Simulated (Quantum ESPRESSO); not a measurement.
```
GaSb
1.0
    0.00000     3.05699     3.05699
    3.05699     0.00000     3.05699
    3.05699     3.05699     0.00000
Ga Sb
1 1
Direct
  0.00000   0.00000   0.00000
  0.25000   0.25000   0.25000
```

Cell and atoms were relaxed with PBEsol from Materials Project entry mp-1156, within its symmetry.

**Question.** What does norm-conserving PBE (stringent potentials; Quantum ESPRESSO, 114 Ry, scalar-relativistic) give for the electronic structure near the Fermi level?

**Answer.** The PBE gap is direct, 0.06 eV at Γ. Spin-orbit coupling is left out, which matters for elements this heavy: edges can move by tenths of an eV. So small a PBE gap in heavy elements may be inverted, where one-shot corrections to single bands mislead.
